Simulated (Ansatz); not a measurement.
Data:

BeS:
```cif
data_Be4S4
_chemical_formula_sum 'Be4 S4'
_space_group_name_H-M_alt 'F-43m'
_space_group_IT_number 216
_space_group_name_Hall 'F -4 2 3'
_cell_length_a 4.83752
_cell_length_b 4.83752
_cell_length_c 4.83752
_cell_angle_alpha 90.000
_cell_angle_beta 90.000
_cell_angle_gamma 90.000
loop_
_atom_site_label
_atom_site_type_symbol
_atom_site_symmetry_multiplicity
_atom_site_Wyckoff_symbol
_atom_site_fract_x
_atom_site_fract_y
_atom_site_fract_z
_atom_site_occupancy
Be1 Be 4 a 0.00000 0.00000 0.00000 1
S1 S 4 d 0.75000 0.75000 0.75000 1
```
(The calculation used a cell of 2 atoms; values per cell refer to that cell.)

This is the PBEsol-relaxed structure.

All from plane-wave PAW PBEsol (Ansatz code), unless another level is named. Give the hole effective mass, band 3 of 3 at the edge.

0.33 along [100], 0.22 along [110], 0.19 along [111] (mₑ).

Predict the HSE06 gap on the PBEsol cell.

4.04 eV.

Give the hole effective mass, band 1 of 3 at the edge.

0.55 along [100], 4.3 along [110], 1.3 along [111] (mₑ).

The cell was relaxed with PBEsol under the symmetry of its start.

Potentials: the earlier of the program's two PAW sets. The files were generated under PBE; for other functionals the program regenerates the frozen cores, and for LDA and PBEsol the local potential too.
